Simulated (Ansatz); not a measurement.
WS₂ in space group Pca2_1 (No. 29; W on 4a, S on 4a, S on 4a) under volume change, DFT-r²SCAN in the program Ansatz with PAW potentials, shape and atoms relaxed at each volume.

```tsv
V (Å³/atom)	E − E(relaxed) (meV/atom)	P (GPa)
15.380	[?]	[?]
15.887	30.5	10.16
16.394	[?]	[?]
16.901	0.0	0.00
17.409	6.4	-3.94
17.916	24.2	-7.15
```

Some entries are withheld; supply them.


- 16.394, E − E(relaxed) (meV/atom): 7.2
- 16.394, P (GPa): 4.68
- 15.380, E − E(relaxed) (meV/atom): 72.4
- 15.380, P (GPa): 16.47

What does a third-order Birch–Murnaghan fit give for V₀, B₀ and B′?

V₀ = 16.91 Å³/atom, B₀ = 141 GPa, B′ = 4.4.

The start of the workflow was typed in or built on a structure type; neither database checked (COD, Materials Project) lists it. It is not the phase usual at ambient conditions (space group No. 194). Symmetry was held in the r²SCAN relaxation; its stability against distortions is not shown here. The workflow began spin-polarised and lost its moments. Scalar-relativistic: spin–orbit coupling is off unless named, which matters more the heavier the elements.

Potentials: the earlier of the program's two PAW sets. The files were generated under PBE; for other functionals the program regenerates the frozen cores, and for LDA and PBEsol the local potential too.
